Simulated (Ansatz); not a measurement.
Ta₂SiN:
```
CELL_PARAMETERS angstrom
      3.22301     0.00000     0.00000
     -1.61151     2.79121     0.00000
      0.00000     0.00000    12.00974
ATOMIC_POSITIONS crystal
  Si 0.33333 0.66667 0.75000
  Si 0.66667 0.33333 0.25000
  Ta 0.33333 0.66667 0.09580
  Ta 0.66667 0.33333 0.59580
  Ta 0.66667 0.33333 0.90420
  Ta 0.33333 0.66667 0.40420
  N  0.00000 0.00000 0.00000
  N  0.00000 0.00000 0.50000
```

Relaxed with r²SCAN. Special points in fractions of this cell's reciprocal vectors: Γ (0.000, 0.000, 0.000); M (0.500, 0.000, 0.000); K (0.333, 0.333, 0.000); A (0.000, 0.000, 0.500); L (0.500, 0.000, 0.500); H (0.333, 0.333, 0.500).

### Question
List the band energies nearest the Fermi level at these points for r²SCAN with spin–orbit coupling in the plane-wave PAW code Ansatz.

### Answer
In eV from the Fermi level; about four levels below and three above (degenerate sets whole), none deeper than 8.9 eV; points with the same levels are listed once.

```
k                    below                above
-  -----------------------  -------------------
Γ  -0.54 -0.54 -0.32 -0.32  0.04 0.04 0.30 0.30
M  -0.94 -0.94 -0.33 -0.33  0.19 0.19 0.65 0.65
K  -0.48 -0.48 -0.45 -0.45  0.34 0.34 0.37 0.37
A  -0.05 -0.05 -0.05 -0.05  0.03 0.03 0.03 0.03
L  -0.66 -0.66 -0.66 -0.66  0.44 0.44 0.44 0.44
H  -0.78 -0.78 -0.60 -0.60  0.48 0.48 0.51 0.51
```

Space group P6_3/mmc. The start of the workflow was typed in or built on a structure type; neither database checked (COD, Materials Project) lists it. Its standing as an ambient phase is unchecked. Symmetry was held in the r²SCAN relaxation; its stability against distortions is not shown here. No spin polarisation was allowed.

Potentials: the later of the program's two PAW sets.
